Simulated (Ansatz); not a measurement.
Theory: Ansatz, DFT PBE, scalar-relativistic, plane waves, PAW, and for the lanthanide a 4f-in-core norm-conserving potential. Settings: cutoff 690 eV, Γ-centred meshes spaced at most about 0.3 Å⁻¹, and about 0.25 Å⁻¹ or finer for metals (2π included), Gaussian smearing. No spin polarisation in the final relaxations.

Temperature and zero-point effects are left out.

Two forms of SmIn2As3 were relaxed alike.

A.

```
Sm In As
1.0
     5.93327    0.00000    0.00000
    -2.96663    5.13836    0.00000
     0.00000    0.00000    5.48931
Sm In As
1 2 3
Direct
  0.00000 0.00000 0.00000
  0.33333 0.66667 0.50000
  0.66667 0.33333 0.50000
  0.50000 0.00000 0.00000
  0.00000 0.50000 0.00000
  0.50000 0.50000 0.00000
```

B.

```
Sm In As
1.0
     5.77204    0.00000    0.00000
    -2.88602    4.99873    0.00000
     0.00000    0.00000    5.21217
Sm In As
1 2 3
Direct
  0.00000 0.00000 0.00000
  0.66667 0.33333 0.00000
  0.33333 0.66667 0.00000
  0.50000 0.50000 0.50000
  0.50000 0.00000 0.50000
  0.00000 0.50000 0.50000
```

Question: Which form is favoured at zero pressure, and by what margin per atom?

Answer: A is lower, by 197 meV/atom. A has space group P6/mmm (No. 191), 27.9 Å³/atom and no gap on its mesh; B has space group P6/mmm (No. 191), 25.1 Å³/atom and no gap. Counting As atoms around In and Sm (those within 1.25 times the shortest such distance or 1.15 times the sum of covalent radii, 1.27 where that leaves under three; the shortest distance is added where it exceeds 1.18 times the sum of covalent radii), A has Sm 6, In 6 from 3.2 Å and B has Sm 12 from 3.9 Å, In 6 from 3.1 Å. The lower one is the more open, so pressure narrows the difference. In A, around Sm lie 6 As at 2.97 Å; In is surrounded by 6 As at 3.24 Å and 3 In at 3.43 Å; As is surrounded by 2 Sm at 2.97 Å, 4 As at 2.97 Å and 4 In at 3.24 Å. In B, around Sm lie 6 In at 3.33 Å and 12 As at 3.89 Å; In has 6 As at 3.09 Å, 3 Sm at 3.33 Å and 3 In at 3.33 Å; around As lie 4 As at 2.89 Å and 4 In at 3.09 Å. Both come from invented guesses. A third cell relaxed alike, in P-3m1, lies 0.30 eV/atom below the lower of the two.

Cells relaxed within their symmetry can be saddle points.

The lanthanide is trivalent by construction, without f bands, f moments or other valences.
